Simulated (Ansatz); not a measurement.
Input and command of a plane-wave DFT calculation in Ansatz:

```yaml
crystal:
  lattice:
    - [2.6151203308, -1.5150963246, 0.0]
    - [2.6151203308, 1.5150963246, 0.0]
    - [-0.0147385655, 0.0, 5.9273082974]
  atoms:
    - { symbol: Mn, position: [0.3333755, 0.3333755, 0.166929], spin: 4.0 }
    - { symbol: Mn, position: [0.6666245, 0.6666245, 0.833071], spin: 4.0 }
    - { symbol: Fe, position: [0.0, 0.0, 0.5], spin: 4.0 }
    - { symbol: "N", position: [0.332476, 0.332476, 0.737555] }
    - { symbol: "N", position: [0.667524, 0.667524, 0.262445] }
basis:
  ecutwfc: 420
kpoints:
  mp_grid: { grid: [6, 6, 4] }
hamiltonian:
  xc: pbe
scf:
  occupations: { method: gaussian, width: 0.1 }
output:
  forces: true
  stress: true
  eigenvalues: true
  populations: true
magnetization:
  spin_polarized: true
```

```bash
ansatz run input.yaml --threads 1 --pin off --max-ram 2560MiB --backend cpu --events-out ev --progress --plain --runs-dir out
```

Processor: Arm Neoverse V2, 1 thread, on a host shared with other jobs.

Question: How long does it run, and how much memory does it take?

Answer: About 21 s on 1 thread of Arm Neoverse V2, on a shared host, peak memory 0.47 GiB. It solves 41 bands at 47 k points (the mesh reduced by the symmetry that the task leaves, which can be less than the crystal's) with about 901 plane waves, in 16 SCF iterations.
